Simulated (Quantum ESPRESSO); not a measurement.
## Zn2CaMgO4 (one run as intended and one with a planted mistake)

A calculation, not a measurement. The program is pw.x of Quantum ESPRESSO 7.5 (plane-wave density functional theory). The cell is made up: 8 atoms on a rocksalt lattice, with randomly drawn elements, strain and displacements, not relaxed. PseudoDojo standard norm-conserving files (v0.5 for PBE, v0.4.1 for LDA and PBEsol) set the functional; there is no spin polarisation, spin-orbit coupling or dispersion term, and the masses in the input are unused placeholders.

Intended input:

```
&control calculation='scf', pseudo_dir='./dojo.nc.sr.pbe.v0_5.standard.upf', outdir='./o', disk_io='medium', tprnfor=.true., tstress=.true. /
&system ibrav=0, nat=8, ntyp=4, nbnd=48, ecutwfc=84.00895049, nosym=.true., tot_charge=0,
 occupations='smearing', smearing='fd', degauss=0.0018374661
/
&electrons conv_thr=7.350e-09, electron_maxstep=60, /
ATOMIC_SPECIES
Ca 1.0 Ca.upf
Mg 1.0 Mg.upf
O 1.0 O.upf
Zn 1.0 Zn.upf
CELL_PARAMETERS angstrom
4.4557 0.0 0.0
0.0 4.4557 0.0
0.0 0.0 4.4557
ATOMIC_POSITIONS angstrom
Zn -0.0313 0.0538 -0.0991
Zn -0.0176 2.2778 2.2203
Ca 2.2866 -0.1066 2.3052
Mg 2.2401 2.2082 -0.0747
O 2.2166 -0.1059 -0.0524
O 2.4365 2.1844 2.1778
O 4.5323 0.0691 2.297
O 4.4032 2.325 -0.1002
K_POINTS automatic
4 4 4 1 1 1
```

The log is shortened where brackets say so; the opening notice, blank lines, dates and the lines on written files are dropped, and the path of the files is cut. It prints rydbergs, bohrs and kilobars, and counts compression as positive stress.

Log of the intended run:

```
     Program PWSCF v.7.5
     Parallel version (MPI & OpenMP), running on       1 processor cores
     Number of MPI processes:                 1
     Threads/MPI process:                     1
     [start-up lines left out]
     bravais-lattice index     =            0
     lattice parameter (alat)  =       8.4201  a.u.
     unit-cell volume          =     596.9589 (a.u.)^3
     number of atoms/cell      =            8
     number of atomic types    =            4
     number of electrons       =        84.00
     number of Kohn-Sham states=           48
     kinetic-energy cutoff     =      84.0090  Ry
     charge density cutoff     =     336.0358  Ry
     scf convergence threshold =      7.3E-09
     mixing beta               =       0.7000
     number of iterations used =            8  plain     mixing
     Exchange-correlation= PBE
                           (   1   4   3   4   0   0   0)
     [axes and pseudopotential details left out]
   Cartesian axes
     site n.     atom                  positions (alat units)
         1        Zn     tau(   1) = (  -0.0070247   0.0120744  -0.0222412  )
         2        Zn     tau(   2) = (  -0.0039500   0.5112104   0.4983055  )
         3        Ca     tau(   3) = (   0.5131854  -0.0239244   0.5173598  )
         4        Mg     tau(   4) = (   0.5027493   0.4955899  -0.0167650  )
         5        O      tau(   5) = (   0.4974751  -0.0237673  -0.0117602  )
         6        O      tau(   6) = (   0.5468277   0.4902484   0.4887672  )
         7        O      tau(   7) = (   1.0171915   0.0155082   0.5155194  )
         8        O      tau(   8) = (   0.9882173   0.5218035  -0.0224880  )
     number of k points=    32  Fermi-Dirac smearing, width (Ry)=  0.0018
                       cart. coord. in units 2pi/alat
        k(    1) = (   0.1250000   0.1250000   0.1250000), wk =   0.0625000
        k(    2) = (   0.1250000   0.1250000   0.3750000), wk =   0.0625000
     [further k points left out]
     Dense  grid:    62213 G-vectors     FFT dimensions: (  50,  50,  50)
     Estimated max dynamical RAM per process >      88.47 MB
     Initial potential from superposition of free atoms
     starting charge      83.9940, renormalised to      84.0000
     Starting wfcs are   46 randomized atomic wfcs +    2 random wfcs
     total cpu time spent up to now is        5.5 secs
     per-process dynamical memory:    48.9 Mb
     Self-consistent Calculation
     iteration #  1     ecut=    84.01 Ry     beta= 0.70
     Davidson diagonalization with overlap
     ethr =  1.00E-02,  avg # of iterations =  6.3
     total cpu time spent up to now is       20.6 secs
     total energy              =   -1164.19183052 Ry
     estimated scf accuracy    <       1.99467447 Ry
     iteration #  2     ecut=    84.01 Ry     beta= 0.70
     Davidson diagonalization with overlap
     ethr =  2.37E-03,  avg # of iterations =  4.0
     total cpu time spent up to now is       35.2 secs
     total energy              =   -1164.55782055 Ry
     estimated scf accuracy    <       3.10646616 Ry
     [iterations 3 to 10 left out]
     iteration # 11     ecut=    84.01 Ry     beta= 0.70
     Davidson diagonalization with overlap
     ethr =  1.25E-10,  avg # of iterations =  2.1
     total cpu time spent up to now is      180.3 secs
     total energy              =   -1165.16858474 Ry
     estimated scf accuracy    <       0.00000004 Ry
     iteration # 12     ecut=    84.01 Ry     beta= 0.70
     Davidson diagonalization with overlap
     ethr =  4.40E-11,  avg # of iterations =  2.0
     total cpu time spent up to now is      192.5 secs
     End of self-consistent calculation
     [lines on levels left out]
!    total energy              =   -1165.16858474 Ry
     estimated scf accuracy    <          2.0E-09 Ry
     smearing contrib. (-TS)   =       0.00000000 Ry
     internal energy E=F+TS    =   -1165.16858474 Ry
     The total energy is F=E-TS. E is the sum of the following terms:
     one-electron contribution =    -717.76344217 Ry
     hartree contribution      =     392.26081689 Ry
     xc contribution           =    -154.49622399 Ry
     ewald contribution        =    -685.16973548 Ry
     convergence has been achieved in  12 iterations
     Forces acting on atoms (cartesian axes, Ry/au):
     atom    1 type  4   force =     0.00891398   -0.00522044    0.01761602
     atom    2 type  4   force =     0.00994022   -0.01182099   -0.00929660
     atom    3 type  1   force =    -0.00423893    0.03846748   -0.07771742
     atom    4 type  2   force =     0.00095225   -0.00179170    0.01910675
     atom    5 type  3   force =     0.00185320    0.02113103    0.05478371
     atom    6 type  3   force =    -0.03690898   -0.01731668   -0.00200743
     atom    7 type  3   force =    -0.00544518   -0.00314608   -0.01814558
     atom    8 type  3   force =     0.02493345   -0.02030262    0.01566056
     Total force =     0.124154     Total SCF correction =     0.000199
     Computing stress (Cartesian axis) and pressure
          total   stress  (Ry/bohr**3)                   (kbar)     P=       30.43
   0.00022182  -0.00003459   0.00002165           32.63       -5.09        3.18
  -0.00003459   0.00010439  -0.00000469           -5.09       15.36       -0.69
   0.00002165  -0.00000469   0.00029428            3.18       -0.69       43.29
     init_run     :      5.02s CPU      5.39s WALL (       1 calls)
     electrons    :    176.48s CPU    186.99s WALL (       1 calls)
     forces       :      2.03s CPU      2.05s WALL (       1 calls)
     stress       :      7.95s CPU      8.01s WALL (       1 calls)
     [timing details left out]
     PWSCF        :   3m11.68s CPU   3m22.76s WALL
     JOB DONE.
```

A second run has one planted mistake: the self-consistency threshold is too loose. The input lines that differ, file-writing options aside:

```
- &electrons conv_thr=7.350e-09, electron_maxstep=60, /
+ &electrons conv_thr=1.470e-02, electron_maxstep=60, /
```

Its log:

```
     Program PWSCF v.7.5
     Parallel version (MPI & OpenMP), running on       1 processor cores
     Number of MPI processes:                 1
     Threads/MPI process:                     1
     [start-up lines left out]
     bravais-lattice index     =            0
     lattice parameter (alat)  =       8.4201  a.u.
     unit-cell volume          =     596.9589 (a.u.)^3
     number of atoms/cell      =            8
     number of atomic types    =            4
     number of electrons       =        84.00
     number of Kohn-Sham states=           48
     kinetic-energy cutoff     =      84.0090  Ry
     charge density cutoff     =     336.0358  Ry
     scf convergence threshold =      1.5E-02
     mixing beta               =       0.7000
     number of iterations used =            8  plain     mixing
     Exchange-correlation= PBE
                           (   1   4   3   4   0   0   0)
     [axes and pseudopotential details left out]
   Cartesian axes
     site n.     atom                  positions (alat units)
         1        Zn     tau(   1) = (  -0.0070247   0.0120744  -0.0222412  )
         2        Zn     tau(   2) = (  -0.0039500   0.5112104   0.4983055  )
         3        Ca     tau(   3) = (   0.5131854  -0.0239244   0.5173598  )
         4        Mg     tau(   4) = (   0.5027493   0.4955899  -0.0167650  )
         5        O      tau(   5) = (   0.4974751  -0.0237673  -0.0117602  )
         6        O      tau(   6) = (   0.5468277   0.4902484   0.4887672  )
         7        O      tau(   7) = (   1.0171915   0.0155082   0.5155194  )
         8        O      tau(   8) = (   0.9882173   0.5218035  -0.0224880  )
     number of k points=    32  Fermi-Dirac smearing, width (Ry)=  0.0018
                       cart. coord. in units 2pi/alat
        k(    1) = (   0.1250000   0.1250000   0.1250000), wk =   0.0625000
        k(    2) = (   0.1250000   0.1250000   0.3750000), wk =   0.0625000
     [further k points left out]
     Dense  grid:    62213 G-vectors     FFT dimensions: (  50,  50,  50)
     Estimated max dynamical RAM per process >      88.47 MB
     Initial potential from superposition of free atoms
     starting charge      83.9940, renormalised to      84.0000
     Starting wfcs are   46 randomized atomic wfcs +    2 random wfcs
     total cpu time spent up to now is        8.6 secs
     per-process dynamical memory:    48.9 Mb
     Self-consistent Calculation
     iteration #  1     ecut=    84.01 Ry     beta= 0.70
     Davidson diagonalization with overlap
     ethr =  1.00E-02,  avg # of iterations =  6.3
     total cpu time spent up to now is       24.0 secs
     total energy              =   -1164.19183052 Ry
     estimated scf accuracy    <       1.99467447 Ry
     iteration #  2     ecut=    84.01 Ry     beta= 0.70
     Davidson diagonalization with overlap
     ethr =  2.37E-03,  avg # of iterations =  4.0
     total cpu time spent up to now is       39.1 secs
     total energy              =   -1164.55782055 Ry
     estimated scf accuracy    <       3.10646616 Ry
     iteration #  3     ecut=    84.01 Ry     beta= 0.70
     Davidson diagonalization with overlap
     ethr =  2.37E-03,  avg # of iterations =  3.2
     total cpu time spent up to now is       56.3 secs
     total energy              =   -1165.14717898 Ry
     estimated scf accuracy    <       0.03644794 Ry
     iteration #  4     ecut=    84.01 Ry     beta= 0.70
     Davidson diagonalization with overlap
     ethr =  4.34E-05,  avg # of iterations =  5.8
     total cpu time spent up to now is       80.8 secs
     total energy              =   -1165.16226895 Ry
     estimated scf accuracy    <       0.04170945 Ry
     iteration #  5     ecut=    84.01 Ry     beta= 0.70
     Davidson diagonalization with overlap
     ethr =  4.34E-05,  avg # of iterations =  2.0
     total cpu time spent up to now is       99.1 secs
     End of self-consistent calculation
     [lines on levels left out]
!    total energy              =   -1165.16716913 Ry
     estimated scf accuracy    <       0.00236474 Ry
     smearing contrib. (-TS)   =       0.00000000 Ry
     internal energy E=F+TS    =   -1165.16716913 Ry
     The total energy is F=E-TS. E is the sum of the following terms:
     one-electron contribution =    -717.51238726 Ry
     hartree contribution      =     392.03906851 Ry
     xc contribution           =    -154.52411491 Ry
     ewald contribution        =    -685.16973548 Ry
     convergence has been achieved in   5 iterations
     Forces acting on atoms (cartesian axes, Ry/au):
     atom    1 type  4   force =     0.00927242   -0.00801548    0.01595319
     atom    2 type  4   force =     0.00450886   -0.01202166   -0.00613030
     atom    3 type  1   force =    -0.00394518    0.03858447   -0.07793812
     atom    4 type  2   force =     0.00232120   -0.00015578    0.01854978
     atom    5 type  3   force =     0.00209139    0.02142555    0.05350455
     atom    6 type  3   force =    -0.03577336   -0.01642720   -0.00244878
     atom    7 type  3   force =    -0.00513244   -0.00294972   -0.01766263
     atom    8 type  3   force =     0.02665712   -0.02044018    0.01617231
     Total force =     0.123102     Total SCF correction =     0.066856
     SCF correction compared to forces is large: reduce conv_thr to get better values
     Computing stress (Cartesian axis) and pressure
          total   stress  (Ry/bohr**3)                   (kbar)     P=        4.65
   0.00004759  -0.00003470   0.00002323            7.00       -5.10        3.42
  -0.00003470  -0.00007029  -0.00000526           -5.10      -10.34       -0.77
   0.00002323  -0.00000526   0.00011744            3.42       -0.77       17.28
     init_run     :      7.15s CPU      8.44s WALL (       1 calls)
     electrons    :     85.56s CPU     90.50s WALL (       1 calls)
     forces       :      2.74s CPU      2.77s WALL (       1 calls)
     stress       :     10.22s CPU     10.29s WALL (       1 calls)
     [timing details left out]
     PWSCF        :   1m45.91s CPU   1m52.36s WALL
     JOB DONE.
```

|  | intended run | run with the mistake |
| --- | --- | --- |
| free energy (eV) | -15852.926 | -15852.907 |
| smearing term -TS (eV) | 0.0000 | 0.0000 |
| pressure (GPa) | 3.04 | 0.46 |
| largest force component (eV/Å) | 1.998 | 2.004 |
| largest change of a force component (eV/Å) |  | 0.140 |
| iterations | 12 | 5 |

For scale, a rerun of the intended cell at 1437 eV and a 6 x 6 x 6 mesh moved values by no more than 0.002 eV in energy, 0.04 GPa in stress and 0.008 eV/Å in force.